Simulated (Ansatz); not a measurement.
## Clamped-ion strain scan in Mg₂CdN₂

All numbers below come from DFT PBEsol, scalar-relativistic, plane waves, PAW (Ansatz). Settings: plane waves to 420 eV, k-mesh 12×12×6 (Γ-centred), Gaussian smearing 0.03 eV. No spin polarisation. Energies are free energies at this smearing, counted from the undisturbed cell; pressure is positive in compression.

The undisturbed cell (as given, not relaxed at this level; it stands at -4.0 GPa, and it needn't be the usual structure):

```
CELL_PARAMETERS angstrom
3.55288 0.00000 0.00000
-1.77644 3.07689 0.00000
0.00000 0.00000 5.98383
ATOMIC_POSITIONS crystal
Mg 0.66667 0.33333 0.15344
Mg 0.33333 0.66667 0.84656
Cd 0.00000 0.00000 0.50000
N 0.66667 0.33333 0.77223
N 0.33333 0.66667 0.22777
```

The cell is strained by ε times the Voigt pattern (1, 0, 0, 0, 0, 0) (xx, yy, zz, yz, xz, xy; engineering shear) with fractional coordinates fixed.

| ε | ΔE (meV/atom) |
| --- | --- |
| -0.0600 | 16.9 |
| -0.0300 | -1.2 |
| 0.0000 | 0.0 |
| 0.0150 | 6.6 |
| 0.0450 | 29.8 |
| 0.0600 | 45.7 |

Predict the stress summed along the pattern (GPa, tension positive) at each point.

| ε | stress summed along the pattern (GPa, tension positive) |
| --- | --- |
| -0.0600 | -11.90 |
| -0.0300 | -3.16 |
| 0.0000 | 3.89 |
| 0.0150 | 6.87 |
| 0.0450 | 11.88 |
| 0.0600 | 13.96 |